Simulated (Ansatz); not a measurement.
## Piezoelectric tensor of Si5GeC6

Level of theory: DFT PBE, scalar-relativistic, plane waves, PAW (Ansatz 0.2.0). Settings: 420 eV plane-wave cutoff, Γ-centred 12×12×2 mesh, fixed occupations. No spin polarisation.

The cell, relaxed at this level:
```yaml
crystal:
  lattice:
    - [3.12372, 0.00000, 0.00000]
    - [-1.56186, 2.70522, 0.00000]
    - [0.00000, 0.00000, 15.30876]
  atoms:
    - { symbol: Si, position: [0.00000, 0.00000, 0.87344] }
    - { symbol: Si, position: [0.33333, 0.66667, 0.70854] }
    - { symbol: Si, position: [0.66667, 0.33333, 0.54364] }
    - { symbol: Si, position: [0.00000, 0.00000, 0.37867] }
    - { symbol: Si, position: [0.66667, 0.33333, 0.03818] }
    - { symbol: Ge, position: [0.33333, 0.66667, 0.20770] }
    - { symbol: C, position: [0.00000, 0.00000, 0.99743] }
    - { symbol: C, position: [0.33333, 0.66667, 0.83251] }
    - { symbol: C, position: [0.66667, 0.33333, 0.66762] }
    - { symbol: C, position: [0.00000, 0.00000, 0.50271] }
    - { symbol: C, position: [0.33333, 0.66667, 0.33851] }
    - { symbol: C, position: [0.66667, 0.33333, 0.16105] }
```

The structure comes from a generated guess, relaxed at this level; another structure or a mixture of phases may lie lower.

Task: Give the relaxed-ion proper piezoelectric stress tensor e_iJ (C/m², Voigt columns xx yy zz yz xz xy).

Result:
```
x    0.000  0.000  0.000  0.000  0.062  0.077
y    0.077 -0.077  0.000  0.062  0.000  0.000
z    0.051  0.051 -0.096  0.000  0.000  0.000
```
Signs follow the orientation of the cell as given.

Task: With the elastic constants (GPa, Voigt order)
C11 = 475.2, C12 = 88.4, C13 = 53.1, C14 = 48.8, C22 = 475.2, C23 = 53.1, C24 = -48.8, C33 = 510.8, C44 = 157.7, C55 = 157.7, C56 = 48.8, C66 = 193.4 GPa; the others vanish.
find the strain coefficients d = e·C⁻¹ (pC/N).

Result:
```
x    0.00  0.00  0.00  0.00  0.30  0.32
y    0.16 -0.16  0.00  0.30  0.00  0.00
z    0.11  0.11 -0.21  0.00  0.00  0.00
```
